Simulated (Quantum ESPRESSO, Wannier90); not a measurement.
## K2Te (anti-fluorite): Wannier90 run

Structure: Materials Project mp-1747, symmetrised, not relaxed again. COD (Crystallography Open Database) has an entry of this formula and space group (matched by these alone). Level: LDA, no spin polarisation, no spin-orbit coupling; pw.x of Quantum ESPRESSO at 66 Ry with PseudoDojo potentials, 8×8×8 k-points, Wannier90. Density: 8×8×8 mesh, cold smearing 0.01 Ry. Spin-orbit coupling is left out although heavy elements are present.

On the energy scale of pw.x, whose zero is arbitrary, the valence-band maximum lies at 2.34 eV.

Input w.win:

```
num_bands = 5
num_wann = 5
exclude_bands = 6-26
num_iter = 800
conv_tol = 1.0e-6
conv_window = 4
write_hr = true
write_u_matrices = true
auto_projections = true
begin unit_cell_cart
ang
    0.0000000000    4.0911900000    4.0911900000
    4.0911900000    0.0000000000    4.0911900000
    4.0911900000    4.0911900000    0.0000000000
end unit_cell_cart
begin atoms_frac
K   -0.2500000000 -0.2500000000 -0.2500000000
K    0.2500000000  0.2500000000  0.2500000000
Te   0.0000000000  0.0000000000  0.0000000000
end atoms_frac
mp_grid = 8 8 8
begin kpoints
0.0000000000 0.0000000000 0.0000000000
0.0000000000 0.0000000000 0.1250000000
0.0000000000 0.0000000000 0.2500000000
... (509 more lines: the 8x8x8 mesh through Gamma)
end kpoints
```

Input of pw2wannier90.x that gives the overlap and projection files (equivalent; here they were cut from one run over all bands):

```
&inputpp
  outdir = './out'
  prefix = 'pwscf'
  seedname = 'w'
  write_amn = .true.
  write_mmn = .true.
  atom_proj = .true.
  atom_proj_exclude = 1 2 3 4 5 6 7 8 9 10 16 17 18 19
/
```

Output w.wout (banner and timings cut):

```
                                    ------
                                    SYSTEM
                                    ------

                              Lattice Vectors (Ang)
                    a_1     0.000000   4.091190   4.091190
                    a_2     4.091190   0.000000   4.091190
                    a_3     4.091190   4.091190   0.000000

                   Unit Cell Volume:     136.95533  (Ang^3)

                        Reciprocal-Space Vectors (Ang^-1)
                    b_1    -0.767892   0.767892   0.767892
                    b_2     0.767892  -0.767892   0.767892
                    b_3     0.767892   0.767892  -0.767892

 *----------------------------------------------------------------------------*
 |   Site       Fractional Coordinate          Cartesian Coordinate (Ang)     |
 +----------------------------------------------------------------------------+
 | k    1  -0.25000  -0.25000  -0.25000   |   -2.04560  -2.04560  -2.04560    |
 | k    2   0.25000   0.25000   0.25000   |    2.04560   2.04560   2.04560    |
 | te   1   0.00000   0.00000   0.00000   |    0.00000   0.00000   0.00000    |
 *----------------------------------------------------------------------------*
                                ------------
                                K-POINT GRID
                                ------------

             Grid size =  8 x  8 x  8      Total points =  512

 *---------------------------------- MAIN ------------------------------------*
 |  Number of Wannier Functions               :                 5             |
 |  Number of Objective Wannier Functions     :                 5             |
 |  Number of input Bloch states              :                 5             |
 |  Output verbosity (1=low, 5=high)          :                 1             |
 |  Timing Level (1=low, 5=high)              :                 1             |
 |  Optimisation (0=memory, 3=speed)          :                 3             |
 |  Length Unit                               :               Ang             |
 |  Post-processing setup (write *.nnkp)      :                 F             |
 |  Using Gamma-only branch of algorithms     :                 F             |
 *----------------------------------------------------------------------------*
 *------------------------------- WANNIERISE ---------------------------------*
 |  Total number of iterations                :               800             |
 |  Number of CG steps before reset           :                 5             |
 |  Trial step length for line search         :             2.000             |
 |  Convergence tolerence                     :         0.100E-05             |
 |  Convergence window                        :                 4             |
 |  Iterations between writing output         :                 1             |
 |  Iterations between backing up to disk     :               100             |
 |  Write r^2_nm to file                      :                 F             |
 |  Write xyz WF centres to file              :                 F             |
 |  Write on-site energies <0n|H|0n> to file  :                 F             |
 |  Use guiding centre to control phases      :                 F             |
 |  Use phases for initial projections        :                 F             |
 *----------------------------------------------------------------------------*
 *-------------------------------- PLOTTING ----------------------------------*
 |  Plotting Hamiltonian in WF basis          :                 T             |
 *----------------------------------------------------------------------------*

       ... (k-mesh section left out)

 Starting a new Wannier90 calculation ...

 Reading overlaps from w.mmn

 Reading projections from w.amn

 *------------------------------- WANNIERISE ---------------------------------*
 +--------------------------------------------------------------------+<-- CONV
 | Iter  Delta Spread     RMS Gradient      Spread (Ang^2)            |<-- CONV
 +--------------------------------------------------------------------+<-- CONV

 ------------------------------------------------------------------------------
 Initial State
  WF centre and spread    1  (  0.000000, -0.000000,  0.000000 )     0.33868909
  WF centre and spread    2  (  0.000000, -0.000000, -0.000000 )     0.33884232
  WF centre and spread    3  ( -0.000000, -0.000000,  0.000000 )     0.33884232
  WF centre and spread    4  ( -0.000000,  0.000000, -0.000000 )     0.33868909
  WF centre and spread    5  (  0.000000,  0.000000, -0.000000 )     0.33884232
  Sum of centres and spreads (  0.000000, -0.000000, -0.000000 )     1.69390515

      0     0.169E+01     0.0000000000        1.6939051520  <-- CONV
        O_D=      0.0000000 O_OD=      0.0003025 O_TOT=      1.6939052 <-- SPRD
 ------------------------------------------------------------------------------
      1    -0.200E-14     0.0000006725        1.6939051520  <-- CONV
        O_D=      0.0000000 O_OD=      0.0003025 O_TOT=      1.6939052 <-- SPRD
      2    -0.422E-14     0.0000006700        1.6939051520  <-- CONV
        O_D=      0.0000000 O_OD=      0.0003025 O_TOT=      1.6939052 <-- SPRD
      3    -0.600E-14     0.0000006651        1.6939051520  <-- CONV
        O_D=      0.0000000 O_OD=      0.0003025 O_TOT=      1.6939052 <-- SPRD
      4    -0.777E-14     0.0000006578        1.6939051520  <-- CONV
        O_D=      0.0000000 O_OD=      0.0003025 O_TOT=      1.6939052 <-- SPRD
             <<<     Delta < 1.000E-06  over  4 iterations     >>>
             <<< Wannierisation convergence criteria satisfied >>>
 Final State
  WF centre and spread    1  (  0.000000, -0.000000,  0.000000 )     0.33868909
  WF centre and spread    2  (  0.000000, -0.000000, -0.000000 )     0.33884232
  WF centre and spread    3  ( -0.000000, -0.000000,  0.000000 )     0.33884232
  WF centre and spread    4  ( -0.000000,  0.000000, -0.000000 )     0.33868909
  WF centre and spread    5  (  0.000000,  0.000000, -0.000000 )     0.33884232
  Sum of centres and spreads (  0.000000, -0.000000, -0.000000 )     1.69390515

         Spreads (Ang^2)       Omega I      =     1.693602649
        ================       Omega D      =     0.000000000
                               Omega OD     =     0.000302503
    Final Spread (Ang^2)       Omega Total  =     1.693905152
```
